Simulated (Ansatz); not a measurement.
# YC2: pressure against volume

YC2, I4/mmm, a = 3.675 Å, c = 6.186 Å. The structure is a COD entry; whether it is the stable form wasn't checked. Ansatz: r2SCAN, PAW, 500 eV, Γ-centred 16×16×16 mesh on 3 atoms, Gaussian smearing 0.10 eV; no spin polarisation. Shape and atoms are relaxed at each volume; pressure is positive in compression.

| V (Å³/atom) | P (GPa) |
| --- | --- |
| 12.255 | 19.29 |
| 12.673 | ? |
| 13.090 | 8.09 |
| 13.508 | 3.72 |
| 13.926 | 0.01 |
| 14.344 | -3.14 |
| 14.761 | -5.80 |
| 15.318 | -8.70 |

**Question.** Take V0 = 13.926 Å³/atom, count pressures from its P0 = 0.01 GPa, fit the third-order Birch–Murnaghan form to the other rows, and predict the missing pressure.

**Answer.** With the Eulerian strain f = ½[(V0/V)^(2/3) − 1] and y = (P − P0)/[3f(1 + 2f)^(5/2)], the form is the line y = B0 + 1.5 B0 (B0′ − 4) f. Rows (f, y): 0.04448, 116.8; 0.02107, 115.3; 0.01026, 114.6; -0.00976, 113.0; -0.01904, 112.1; -0.03077, 110.6. Means f = 0.002707, y = 113.73; Σ(Δf)² = 0.003888, ΣΔfΔy = 0.3130; the slope is their ratio. y = 113.5 + 80.49 f GPa, so B0 = 113.5 GPa and B0′ = 4 + 2 × (80.49)/(3 × 113.5) = 4.47. At V = 12.673, f = 0.03244, y = 116.11 and P = 13.23 GPa. The run gave 13.23 GPa, the same to the digits shown.